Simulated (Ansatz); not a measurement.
TiSi:
```
CELL_PARAMETERS angstrom
      6.45370     0.00000     0.00000
      0.00000     3.62084     0.00000
      0.00000     0.00000     4.96413
ATOMIC_POSITIONS crystal
  Ti 0.67604 0.25000 0.37068
  Ti 0.32396 0.75000 0.62932
  Ti 0.82396 0.75000 0.87068
  Ti 0.17604 0.25000 0.12932
  Si 0.54422 0.25000 0.85353
  Si 0.45578 0.75000 0.14647
  Si 0.95578 0.75000 0.35353
  Si 0.04422 0.25000 0.64647
```

Relaxed with PBEsol. Special points in fractions of this cell's reciprocal vectors: Γ (0.000, 0.000, 0.000); X (0.500, 0.000, 0.000); S (0.500, 0.500, 0.000); Y (0.000, 0.500, 0.000); Z (0.000, 0.000, 0.500); U (0.500, 0.000, 0.500); R (0.500, 0.500, 0.500); T (0.000, 0.500, 0.500).

**Question.** List the band energies nearest the Fermi level at these points for DFT-PBEsol in the program Ansatz with PAW potentials.

**Answer.** In eV from the Fermi level; about four levels below and three above (degenerate sets whole), none deeper than 8.9 eV; points with the same levels are listed once.

| k | below | above |
|---|---|---|
| Γ | -0.71 -0.50 -0.35 -0.21 | 0.33 0.59 0.65 |
| X | -0.76 -0.76 -0.47 -0.47 | 0.39 0.39 0.63 0.63 |
| S | -1.71 -1.71 -1.71 -1.71 | 1.73 1.73 1.73 1.73 |
| Y | -1.64 -1.64 -1.64 -1.64 | 1.48 1.48 1.81 1.81 |
| Z | -0.88 -0.88 -0.26 -0.26 | 0.44 0.44 0.76 0.76 |
| U | -0.94 -0.94 -0.68 -0.68 | 0.42 0.42 0.74 0.74 |
| R | -1.36 -1.36 -1.36 -1.36 | 1.31 1.31 1.31 1.31 |
| T | -0.45 -0.45 -0.03 -0.03 | 0.76 0.76 1.77 1.77 |

Space group Pnma. The workflow started from a Materials Project entry (that database holds measured and hypothetical structures alike); the Crystallography Open Database copy checked does not list it. COD files the formula under space group No. 25, so this cell is another polymorph or a model. Whether it is the stable phase at ambient conditions was not checked. The PBEsol relaxation kept the symmetry of its start; of distortions, only those at the zone centre were tested. The run is not spin-polarised.

Potentials: the earlier of the program's two PAW sets.
